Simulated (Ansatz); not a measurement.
**What moves the field gradients of SiO₂?**

Cell of run 1: a structure deposited in the COD (the cell was measured well above room temperature).

Space group P4_12_12 (No. 92); a = 4.9930, c = 7.0050 Å.

```
site  Wyckoff  site symmetry       x       y       z
  Si       4a            ..2  0.2966  0.2966  0.0000
   O       8b              1  0.2406  0.0966  0.1747
```

One atom of each set is listed.

Relaxed positions (PBE, cell held):

Si (0.3024, 0.3024, 0.0000)
O (0.2378, 0.1109, 0.1820)

All runs are DFT with Ansatz 0.2.0 (plane waves and PAW, scalar-relativistic unless spin–orbit coupling is named, Γ-centred meshes, Fermi–Dirac smearing where given) in this cell.

Run 1: PBE, atoms as given; 420 eV, 5×5×3 k-points, smearing 0.02 eV.
Run 2: PBE, atoms relaxed; 420 eV, 5×5×3 k-points, smearing 0.02 eV.
Run 3: r2SCAN, at the relaxed atoms; 500 eV, 5×5×3 k-points, smearing 0.02 eV.

```json
{"run": "1", "Si V_zz (η)": "-0.47 (0.85)", "O V_zz (η)": "9.18 (0.11)"}
{"run": "2", "Si V_zz (η)": "-0.41 (0.75)", "O V_zz (η)": "9.57 (0.17)"}
{"run": "3", "Si V_zz (η)": "?", "O V_zz (η)": "?"}
```

V_zz in 10²¹ V/m².

Problem. Estimate the row of run 3.

Solution. Si: -0.40 (0.70); O: 9.45 (0.17). It lies nearest to run 2, from whose tensors on these sites it differs by 0.13 at most (largest principal value of the difference, on O). Taken one at a time, the positions of the atoms (as given or relaxed) move the tensors on these sites by up to 0.55 (largest principal value of the change, on O), the functional (r2SCAN with its higher cutoff) by 0.13 (O).

In runs 1, 3 the atoms aren't at the calculated equilibrium (largest force 0.47, 0.28 eV/Å). The cell isn't the equilibrium one in run 1 (calculated pressure 8 GPa), and the entry's cell may itself be off.
